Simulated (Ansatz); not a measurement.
This Nb2InSe structure is the end of a relaxation. The cell was found from a structure generator's guess, not taken from experiment.

Method: DFT PBE, scalar-relativistic, plane waves, PAW (Ansatz). Cutoff 420 eV, Γ-centred mesh, Gaussian smearing, no spin polarisation.

```xyz
4
Lattice="4.8983 0.0000 0.0000 -2.4491 4.2420 0.0000 0.0000 0.0000 5.4301" Properties=species:S:1:pos:R:3 pbc="T T T"
Nb    0.0000    2.8280    0.0000
Nb    2.4491    1.4140    0.0000
In    0.0000    0.0000    0.0000
Se    0.0000    0.0000    2.7150
```

Formation energies are uncorrected and refer to the elements' standard structures at the same level.

Task: What space group does it have?

Result: P6/mmm (No. 191). Conventional cell: a = 4.898 Å, c = 5.430 Å. Nb is surrounded by 3 In at 2.83 Å and 3 Nb at 2.83 Å; around In lie 2 Se at 2.72 Å and 6 Nb at 2.83 Å; Se is surrounded by 2 In at 2.72 Å.

Task: How far does it lie from the elements in energy?

Result: +1.22 eV/atom. The separate elements lie lower, so it is unstable against them.

Task: Is it a metal?

Result: Yes, bands cross the Fermi level on the 12×12×8 mesh.

The last run used a 12×12×8 mesh (in the run's order of axes) for its 4-atom cell and Gaussian smearing of 0.10 eV. An odd number of electrons in the primitive cell allows no gap without spin; a larger cell or a magnetic state could open one. The cell is a metal run without spin; a magnetic state may lie lower. The reference form of Se is held partly by dispersion forces, which this level lacks. A structure relaxed within its symmetry needn't be a true minimum. Another cell of Nb2InSe relaxed alike, in P-6m2, lies 1.49 eV/atom lower, so this cell isn't the stable form at this level.
